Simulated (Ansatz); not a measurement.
CaB₆ in space group Pm-3m (No. 221; Ca on 1a, B on 6f), r²SCAN (plane waves, PAW; program Ansatz), all energies at zero smearing, with the estimated change up to a 700 eV cutoff added, with one set of potentials and settings (totals compare only within such a set). Cell of 7 atoms (1 Ca, 6 B): -2764.340 eV.

```json
[
 {"element": "Ca", "reference phase": "Fm-3m, 1 atoms in the cell", "E (eV/atom)": "-1821.6752"},
 {"element": "B", "reference phase": "R-3m, 12 atoms in the cell", "E (eV/atom)": "-156.5544"}
]
```

Formation energy per atom, worked out: (-2764.340 − 1×(-1821.6752) − 6×(-156.5544))/7 = -0.477 eV/atom (-46 kJ per mol of atoms), at 0 K, without zero-point energy or fitted corrections.

The r²SCAN relaxation kept the symmetry of its start. The references are the lowest solids computed at this level, not always the standard phases.

Potentials: the later of the program's two PAW sets.
